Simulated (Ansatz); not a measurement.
The elements of this relaxed trial crystal are hidden behind letters.

```
lattice vectors (Å)
   4.5783    0.0000    0.0000
  -2.2891    3.9649    0.0000
   0.0000    0.0000   22.5899
fractional positions
X 0.6667 0.3333 0.1729
X 0.6667 0.3333 0.5004
X 0.6667 0.3333 0.8274
X 0.3333 0.6667 0.0004
X 0.3333 0.6667 0.3274
X 0.3333 0.6667 0.6729
Z 0.6667 0.3333 0.6274
Z 0.6667 0.3333 0.9552
Z 0.3333 0.6667 0.1274
Z 0.3333 0.6667 0.4552
Q 0.6667 0.3333 0.2921
Q 0.3333 0.6667 0.7921
```

All numbers below come from Ansatz 0.2.0, DFT PBE, scalar-relativistic, plane waves, PAW. Plane waves to 420 eV, a 12×12×2 mesh through Γ for the 12-atom cell and 0.10 eV Gaussian smearing; no spin polarisation.

- Space group: P6_3mc (No. 186)
- Conventional cell: a = 4.578 Å, c = 22.590 Å
- Volume per atom: 34.17 Å³
- Density: 5.37 g/cm³
- Formation energy: −0.14 eV/atom
- Gap on the 12×12×2 mesh of the 12-atom cell: 0 eV (the bands meet within 0.015 eV)

Energies are uncorrected and count from the elements' standard states at the same level.

Problem. X is a p-block element of period 5, Z is a p-block element of period 5 and Q is a p-block element of period 4. Which elements are they?

Solution. X = In, Z = Sb, Q = As, so the formula is In3Sb2As. Density times volume gives a mean mass of 5.37 × 34.17/1.6605 = 110.5 u per atom, and this set has 110.5 u. In on its first site has 1 As at 2.69 Å and 3 Sb at 2.84 Å; Sb on its first site has 4 In at 2.84–2.87 Å; As is surrounded by 4 In at 2.69–2.76 Å; 3 more sites not described. Other sets within the hints have nearly the same mass, so mass alone doesn't settle it; this one was computed.

Spin–orbit coupling, which can matter for Sb, is left out. The zero gap may come from the functional, which often closes small gaps. A structure relaxed within its symmetry needn't be a true minimum.
